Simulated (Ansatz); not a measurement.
Data:

Ti:
```
Ti
1.0
    4.51424     0.00000     0.00000
   -2.25712     3.90945     0.00000
    0.00000     0.00000     2.79897
Ti
3
Direct
  0.00000   0.00000   0.00000
  0.33333   0.66667   0.50000
  0.66667   0.33333   0.50000
```

This is the PBEsol-relaxed structure.

Problem. All from PBEsol (plane waves, PAW; program Ansatz), unless another level is named. Give the Young's modulus.

Solution. 159 GPa.

Problem. Next, the highest zone-centre frequency?

Solution. 222 cm⁻¹.

Space group P6/mmm. This is a known high-pressure phase of the composition, computed here at zero pressure and temperature. The PBEsol relaxation kept the symmetry of its start; whether a distortion lowers the energy is not shown. No spin polarisation was allowed. As this level gives no gap, phonon frequencies hold no LO–TO term and depend on the k-mesh and smearing (Fermi–Dirac, 0.1 eV here).

Potentials: the earlier of the program's two PAW sets. The files were generated under PBE; for other functionals the program regenerates the frozen cores, and for LDA and PBEsol the local potential too.
